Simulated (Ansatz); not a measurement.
Y2B:
```xyz
3
Lattice="1.8822 1.0867 6.3067 -1.8822 1.0867 6.3067 0.0000 -2.1733 6.3067" Properties=species:S:1:pos:R:3 pbc="T T T"
Y      0.0000     0.0000    14.0193
Y      0.0000     0.0000     4.9007
B      0.0000     0.0000     0.0000
```

Relaxed with PBE. Special points in fractions of this cell's reciprocal vectors: Γ (0.000, 0.000, 0.000); T (0.500, 0.500, 0.500); H2 (0.814, 0.186, 0.500); H0 (0.500, -0.186, 0.186); L (0.500, 0.000, 0.000); S0 (0.343, -0.343, 0.000); S2 (0.657, 0.000, 0.343); F (0.500, 0.000, 0.500).

Q: List the band energies nearest the Fermi level at these points for DFT-PBE in the program Ansatz with PAW potentials.

A: In eV from the Fermi level; about four levels below and three above (degenerate sets whole), none deeper than 8.9 eV; points with the same levels are listed once.

```json
[
 {"k": "Γ", "below": "-2.64 -1.31 -0.18 -0.18", "above": "2.10 2.10 2.18"},
 {"k": "T", "below": "-3.48 -0.26 -0.09 -0.09", "above": "1.36 2.28 2.28"},
 {"k": "H2", "below": "-4.98 -1.47 -1.36 -0.50", "above": "0.11 0.63 1.50"},
 {"k": "L", "below": "-2.15 -0.59 -0.10 -0.04", "above": "0.01 0.83 3.47"},
 {"k": "S0", "below": "-4.97 -1.46 -1.34 -0.50", "above": "0.11 0.60 1.54"},
 {"k": "F", "below": "-0.47 -0.18 -0.13 0.00", "above": "1.38 4.03 4.28"}
]
```

Space group R-3m. The start of the workflow was typed in or built on a structure type; neither database checked (COD, Materials Project) lists it. Whether it is the stable phase at ambient conditions was not checked. The PBE relaxation kept the symmetry of its start; its stability against distortions is not shown here. The run is not spin-polarised. Spin–orbit coupling is left out wherever it is not named.

Potentials: the earlier of the program's two PAW sets.
